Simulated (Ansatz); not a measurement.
Input file for Ansatz (an electronic-structure program):

Ansatz 0.2 input:
```yaml
crystal:
  lattice:
    - [4.0123749083, 0.0, 0.0]
    - [0.0, 4.0123749083, 0.0]
    - [0.0, 0.0, 11.3297634951]
  atoms:
    - { symbol: Ga, position: [0.0, 0.0, 0.0] }
    - { symbol: As, position: [0.5, 0.0, 0.1249051264] }
    - { symbol: Al, position: [0.5, 0.5, 0.2496554386] }
    - { symbol: As, position: [0.0, 0.5, 0.3747961032] }
    - { symbol: Al, position: [0.0, 0.0, 0.5] }
    - { symbol: As, position: [0.5, 0.0, 0.6252038968] }
    - { symbol: Al, position: [0.5, 0.5, 0.7503445614] }
    - { symbol: As, position: [0.0, 0.5, 0.8750948736] }
kpoints:
  mp_grid: { grid: [7, 7, 3] }
hamiltonian:
  xc: pbesol
  pseudopotentials: { azcp: { folder: ./paw }, kind: paw }
scf:
  occupations: { method: fixed }
phonons:
  method: dfpt
  response_accuracy: low
  eigenvectors: true
  rigid_motions: translations
  dielectric: true
```

Output (shortened):

```
Pseudopotential: Ga, paw, valence charge 13
Pseudopotential: As, paw, valence charge 15
Pseudopotential: Al, paw, valence charge 3
Functional definition: PBEsol
Crystal: 8 atoms, lattice volume = 182.400 Å³
Basis set: ecut = 420 eV, 3549 PW (Γ), exchange–correlation on 54×54×160 points (8 copies of the dense FFT grid, shifted against one another)
Bands: 50, of which v1, the nominal top of the filled ones, is band 41 counted from 1 (40 counted from 0)
Symmetry: 8 space group operations
k-points: 74 of 147 (irreducible under 1 space group operation, time reversal used)
SCF iter   1: F=—  HF=-24572.873658 eV  |F-HF|=—  |Δ(HF+E_count)|=         —  Δρ=3.96e-2  dr2=2.56e0  ethr=3.10e-3  ⟨swp⟩=4.7  Hψ=12187  notcnv=0  defer=412
preconditioner: auto → Resta (q_TF=auto, 2.388 Å⁻¹)
SCF iter   2: F=—  HF=-24572.407681 eV  |F-HF|=—  |Δ(HF+E_count)|=   4.66e-1  Δρ=2.17e-2  dr2=7.71e-1  ethr=3.10e-3  ⟨swp⟩=2.0  Hψ=4449  notcnv=0  defer=486
SCF iter   3: F=—  HF=-24572.221826 eV  |F-HF|=—  |Δ(HF+E_count)|=   1.86e-1  Δρ=4.13e-3  dr2=4.71e-2  ethr=9.40e-4  ⟨swp⟩=2.0  Hψ=5237  notcnv=0  defer=498
SCF iter   4: F=—  HF=-24572.195641 eV  |F-HF|=—  |Δ(HF+E_count)|=   2.62e-2  Δρ=1.90e-3  dr2=5.19e-3  ethr=5.74e-5  ⟨swp⟩=3.0  Hψ=6841  notcnv=0  defer=518
SCF iter   5: F=—  HF=-24572.198117 eV  |F-HF|=—  |Δ(HF+E_count)|=   2.48e-3  Δρ=4.82e-4  dr2=6.45e-4  ethr=6.33e-6  ⟨swp⟩=2.0  Hψ=5551  notcnv=0  defer=518
SCF iter   6: F=—  HF=-24572.198339 eV  |F-HF|=—  |Δ(HF+E_count)|=   2.23e-4  Δρ=1.98e-4  dr2=8.19e-5  ethr=7.86e-7  ⟨swp⟩=2.0  Hψ=6697  notcnv=0  defer=518
SCF iter   7: F=—  HF=-24572.198388 eV  |F-HF|=—  |Δ(HF+E_count)|=   4.90e-5  Δρ=6.59e-5  dr2=7.96e-6  ethr=9.99e-8  ⟨swp⟩=2.0  Hψ=6549  notcnv=0  defer=344
SCF iter   8: F=—  HF=-24572.198396 eV  |F-HF|=—  |Δ(HF+E_count)|=   8.34e-6  Δρ=2.28e-5  dr2=7.73e-7  ethr=9.70e-9  ⟨swp⟩=2.0  Hψ=6549  notcnv=0  defer=212
SCF iter  14: F=-24572.198397 eV  HF=-24572.198397 eV  |F-HF|=1.46e-11  |Δ(HF+E_count)|=  4.73e-11  Δρ=6.87e-8  dr2=9.44e-12  ethr=1.00e-12  ⟨swp⟩=5.8  Hψ=16604  notcnv=0
SCF 1 converged in 14 iterations: F = -24572.198397 eV  dr2 = 9.44e-12
NSCF: frozen V_eff on 7 k-points
DFPT response loops at Γ: preconditioner auto → Resta (q_TF=auto, 2.388 Å⁻¹)  ε∞=6.7 (no band partly filled) …
── the response to a field inside a basis, on 14×14×6 k-points: an SCF that follows is theirs, and a resumed run solves both again ──
Crystal: 8 atoms, lattice volume = 182.400 Å³
Bands: 42, of which v1, the nominal top of the filled ones, is band 41 counted from 1 (40 counted from 0)
k-points: 84 of 1176 (time reversal used)
SCF iter   1: F=—  HF=-24571.954414 eV  |F-HF|=—  |Δ(HF+E_count)|=         —  Δρ=4.66e-4  dr2=2.37e-4  ethr=1.00e-1
preconditioner: auto → Resta (q_TF=auto, 2.388 Å⁻¹)
SCF iter   2: F=—  HF=-24571.954425 eV  |F-HF|=—  |Δ(HF+E_count)|=   1.18e-5  Δρ=2.55e-4  dr2=7.32e-5  ethr=2.89e-7
SCF iter   3: F=—  HF=-24571.954452 eV  |F-HF|=—  |Δ(HF+E_count)|=   2.65e-5  Δρ=8.74e-5  dr2=9.91e-6  ethr=8.93e-8
SCF iter   4: F=—  HF=-24571.954448 eV  |F-HF|=—  |Δ(HF+E_count)|=   4.30e-6  Δρ=2.11e-5  dr2=9.66e-7  ethr=1.21e-8
SCF iter   5: F=—  HF=-24571.954448 eV  |F-HF|=—  |Δ(HF+E_count)|=   7.32e-7  Δρ=5.26e-6  dr2=1.11e-7  ethr=1.18e-9
SCF iter   6: F=-24571.954448 eV  HF=-24571.954448 eV  |F-HF|=4.66e-9  |Δ(HF+E_count)|=   4.04e-8  Δρ=1.59e-6  dr2=7.92e-9  ethr=1.35e-10
SCF 1 converged in 6 iterations: F = -24571.954448 eV  dr2 = 7.92e-9
DFPT response loops at Γ: preconditioner auto → Resta (q_TF=auto, 2.388 Å⁻¹)  ε∞=6.5 (no band partly filled) …
WARN: field response: ε∞ stands inside a basis, on 14×14×6 points …
phonon interpolation: 4 periodic images of 4 blocks of the force constants (a block to an ordered pair of atoms and a translation) lie up to 6.77e-3 Å farther …
SCF converged after 14 iterations
Free energy (F): -24572.198397 eV
Harris-Foulkes:  -24572.198397 eV  (|F-HF|=1.46e-11)
Internal energy: -24572.198397 eV  (E = F + TS)
E sigma→0 (E₀):  -24572.198397 eV
Fermi energy:    6.387587 eV
--- Per-component energies (eV) ---
  E_band       = -1158.716695
  E_kinetic    = 571.727636
  E_local      = -11651.761937  (includes V_loc(G=0)·N_el)
  E_nonlocal   = -1629.331918
  E_hartree    = 6430.591231
  E_xc         = -454.791993
  E_vxc        = -438.892321  (∫ρ·V_xc dr)
  E_paw        = -11207.536512  (= ΣΔE_a)
  E_vpaw       = -871.640389  (= ΣTr[D̂ρ^β])
  E_aug_tail   = -0.000279  (compensation charges beyond the density's cutoff)
  E_ewald      = -6635.880743
  E_core_change = 4.786117  (= ΣΔE_core)
  E_smearing   =  0.000000  (= −TS)
  E_closure    = 0.000000  (closes the sum)
  Σ components = -24572.198397   (vs F -24572.198397, Δ=0.00e0)
  [band-id]    e_kinetic+e_local+e_nonlocal+2·e_hartree+e_vxc+e_vpaw+e_augmentation_tail = -1158.716745   (vs E_band -1158.716695, Δ=-5.01e-5)
--- Band table (eV; the first three rows and the last of 74) ---
  k-point 0: bands = ["-28.2916", "-28.2916", "-28.2908", "-28.2906", "-28.2693", "-28.2689", "-28.2664", "-28.2664", "-28.2596", "-28.2596", "-28.1514", "-28.1512", "-28.1512", "-28.1510", "-28.1503", "-28.1503", "-28.1421", "-28.1418", "-28.1402", …
  k-point 1: bands = ["-28.2916", "-28.2916", "-28.2908", "-28.2906", "-28.2693", "-28.2689", "-28.2664", "-28.2664", "-28.2596", "-28.2596", "-28.1514", "-28.1512", "-28.1512", "-28.1510", "-28.1503", "-28.1503", "-28.1421", "-28.1418", "-28.1402", …
  k-point 2: bands = ["-28.2917", "-28.2916", "-28.2907", "-28.2904", "-28.2694", "-28.2689", "-28.2665", "-28.2664", "-28.2596", "-28.2594", "-28.1513", "-28.1512", "-28.1511", "-28.1508", "-28.1504", "-28.1503", "-28.1420", "-28.1417", "-28.1402", …
  k-point 73: bands = ["-28.2922", "-28.2915", "-28.2902", "-28.2894", "-28.2695", "-28.2694", "-28.2669", "-28.2663", "-28.2593", "-28.2584", "-28.1515", "-28.1511", "-28.1508", "-28.1506", "-28.1500", "-28.1499", "-28.1415", "-28.1414", "-28.1404", …
--- Phonons (Γ-DFPT): 13 representative perturbations + reference, on 74 of 147 k-points (Σ response iterations 41) ---
  ASR residual: 4.407e-4 → 0.000e0 eV/Å²; symmetrization residual: 2.749e-4 eV/Å²
  ASR residual per site (eV/Å²): 4.41e-4 4.86e-5 1.50e-5 1.31e-4 1.14e-4 1.31e-4 1.50e-5 4.86e-5
  Γ frequencies (cm⁻¹): 0.00 0.00 0.00 71.29 71.29 80.31 80.31 88.54 88.54 134.76 147.37 211.23 245.98 245.98 259.50 329.00 329.00 336.56 336.56 351.89 351.89 360.36 383.25 384.86
  ε∞ (high-frequency dielectric tensor):
       10.419169     0.000000     0.000000
        0.000000    10.419169     0.000000
        0.000000     0.000000    10.360006
  ε⁰ (static dielectric tensor: ions relaxed, cell fixed):
       12.436165     0.000000     0.000000
        0.000000    12.436165     0.000000
        0.000000     0.000000    12.389399
  ε⁰ − ε∞ (ionic part):
        2.016995     0.000000     0.000000
        0.000000     2.016995     0.000000
        0.000000     0.000000     2.029393
  softest optical mode at Γ: 71.29 cm⁻¹; the repairs (sum rule, projections) moved no ω² at Γ by more than (8.26 cm⁻¹)²
  Born effective charges Z* (e; rows j = field, columns β = displacement):
    site 0:
         2.24512    0.00000    0.00000
         0.00000    2.24512    0.00000
         0.00000    0.00000    2.01430
    site 1:
        -2.09397    0.00000    0.00000
         0.00000   -2.08137    0.00000
         0.00000    0.00000   -2.01454
    site 2:
         2.02383    0.00000    0.00000
         0.00000    2.13114    0.00000
         0.00000    0.00000    2.14015
    site 3:
        -2.15055    0.00000    0.00000
         0.00000   -2.21082    0.00000
         0.00000    0.00000   -2.28605
    site 4:
         2.13662    0.00000    0.00000
         0.00000    2.13662    0.00000
         0.00000    0.00000    2.30658
    site 5:
        -2.21082    0.00000    0.00000
         0.00000   -2.15055    0.00000
         0.00000    0.00000   -2.28605
    site 6:
         2.13114    0.00000    0.00000
         0.00000    2.02383    0.00000
         0.00000    0.00000    2.14015
    site 7:
        -2.08137    0.00000    0.00000
         0.00000   -2.09397    0.00000
         0.00000    0.00000   -2.01454
  Z* charge neutrality: 5.577e-2 e pre-enforcement
  solved inside a basis spanned on kpoints, on 14×14×6 k-points, its susceptibility summed on 20×20×8: ε∞ is read to err by 7.6e-2, Z* by 2.9e-2 e (field_mesh …
  optical modes at Γ without the LO–TO term, one row a degenerate level:
      ω (cm⁻¹)  modes    IR ((D/Å)²/amu)
         71.29      2             0.0443
         80.31      2             0.0070
         88.54      2             0.0059
        134.76      1             0.0549
        147.37      1             0.0000
        211.23      1             0.0000
        245.98      2             3.9853
        259.50      1             2.9731
        329.00      2             0.0005
        336.56      2             1.6765
        351.89      2            31.4213
        360.36      1            16.3873
        383.25      1             0.0272
        384.86      1             0.0000
  optical modes at Γ + LO–TO along q̂ = [1.0000, 0.0000, 0.0000]:
      ω (cm⁻¹)  modes    IR ((D/Å)²/amu)
         71.29      1             0.0222
         71.44      1             0.0153
         80.31      1             0.0035
         80.33      1             0.0025
         88.54      1             0.0029
         88.56      1             0.0021
        134.76      1             0.0549
        147.37      1             0.0000
        211.23      1             0.0000
        245.98      1             1.9927
        249.44      1             1.1641
        259.50      1             2.9731
        329.00      1             0.0002
        329.00      1             0.0000
        336.56      1             0.8383
        337.08      1             0.1137
        351.89      1            15.7106
        360.36      1            16.3873
        377.59      1            17.2726
        383.25      1             0.0272
        384.86      1             0.0000
  optical modes at Γ + LO–TO along q̂ = [0.0000, 1.0000, 0.0000]:
      ω (cm⁻¹)  modes    IR ((D/Å)²/amu)
         71.29      1             0.0222
         71.44      1             0.0153
         80.31      1             0.0035
         80.33      1             0.0025
         88.54      1             0.0029
         88.56      1             0.0021
        134.76      1             0.0549
        147.37      1             0.0000
        211.23      1             0.0000
        245.98      1             1.9927
        249.44      1             1.1641
        259.50      1             2.9731
        329.00      1             0.0002
        329.00      1             0.0000
        336.56      1             0.8383
        337.08      1             0.1137
        351.89      1            15.7106
        360.36      1            16.3873
        377.59      1            17.2726
        383.25      1             0.0272
        384.86      1             0.0000
  optical modes at Γ + LO–TO along q̂ = [0.0000, 0.0000, 1.0000]:
      ω (cm⁻¹)  modes    IR ((D/Å)²/amu)
         71.29      2             0.0443
         80.31      2             0.0070
         88.54      2             0.0059
        134.95      1             0.0360
        147.37      1             0.0000
        211.23      1             0.0000
        245.98      2             3.9853
        264.40      1             1.7210
        329.00      2             0.0005
        336.56      2             1.6765
        351.89      2            31.4213
        382.97      1             1.2040
        384.86      1             0.0000
        386.52      1            16.4814
```

Cost: about 25 core-minutes (a rough figure) on shared cores.

Space group P-4m2. The start of the workflow was typed in or built on a structure type; neither database checked (COD, Materials Project) lists it. Whether it is the stable phase at ambient conditions was not checked. The PBEsol relaxation kept the symmetry of its start; whether a distortion lowers the energy is not shown. Spin–orbit coupling is left out wherever it is not named.

Potentials: the earlier of the program's two PAW sets. The files were generated under PBE; for other functionals the program regenerates the frozen cores, and for LDA and PBEsol the local potential too.

Ansatz is a plane-wave DFT program.
